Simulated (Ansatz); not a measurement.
ZnCdSe$_{2}$ in space group P-4m2 (No. 115; Zn on 1c, Cd on 1a, Se on 2g), plane-wave PAW PBE (Ansatz code), all energies at zero smearing, with the estimated change up to a 700 eV cutoff added, with one set of potentials and settings (totals compare only within such a set). Cell of 4 atoms (1 Zn, 1 Cd, 2 Se): -22514.285 eV.

| element | reference phase | E (eV/atom) |
|---|---|---|
| Zn | C2/m, 3 atoms in the cell | -3319.0295 |
| Cd | P6_3/mmc, 2 atoms in the cell | -8254.4547 |
| Se | P3_121, 3 atoms in the cell | -5469.0798 |

Formation energy per atom, worked out: (-22514.285 − 1×(-3319.0295) − 1×(-8254.4547) − 2×(-5469.0798))/4 = -0.660 eV/atom (-64 kJ per mol of atoms), at 0 K, without zero-point energy or fitted corrections.

The first step of the workflow began from a Materials Project structure, measured or hypothetical; the Crystallography Open Database copy checked does not list it. Whether it is the stable phase at ambient conditions was not checked. The cell was relaxed with PBE under the symmetry of its start; phonons on a q-mesh show weakly imaginary modes. The references are the lowest solids computed at this level, not always the standard phases.

Potentials: the later of the program's two PAW sets.
